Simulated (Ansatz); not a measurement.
Data:

ScNiN2:
```
ScNiN2
1.0
    1.64648     0.95060     5.63405
   -1.64648     0.95060     5.63405
    0.00000    -1.90120     5.63405
Sc Ni N
1 1 2
Direct
  0.50000   0.50000   0.50000
  0.00000   0.00000   0.00000
  0.89802   0.89802   0.89802
  0.10198   0.10198   0.10198
```
The run is spin-polarised.

This is the r²SCAN-relaxed structure.

Task: All from the program Ansatz at the r²SCAN level (PAW), unless another level is named. Estimate the Bader charges.

Result: Sc +1.96, Ni +0.83, N -1.39 e.

Task: Next, the net moment?

Result: 0.68 μB per atom.

Space group R-3m. The start of the workflow was typed in or built on a structure type; neither database checked (COD, Materials Project) lists it. Whether it is the stable phase at ambient conditions was not checked. Symmetry was held in the r²SCAN relaxation; whether a distortion lowers the energy is not shown. Spin order of the final state: ferromagnetic, chosen from 2 collinear starts compared on coarse meshes (ties went to the first, and starts can fall back to one state), not a proven ground state. Other orbital occupations within this spin state were not tried. No Hubbard U is applied. For itinerant 3d metals, meta-GGAs of the SCAN family and hybrids are commonly reported to give too large moments.

Potentials: the later of the program's two PAW sets.
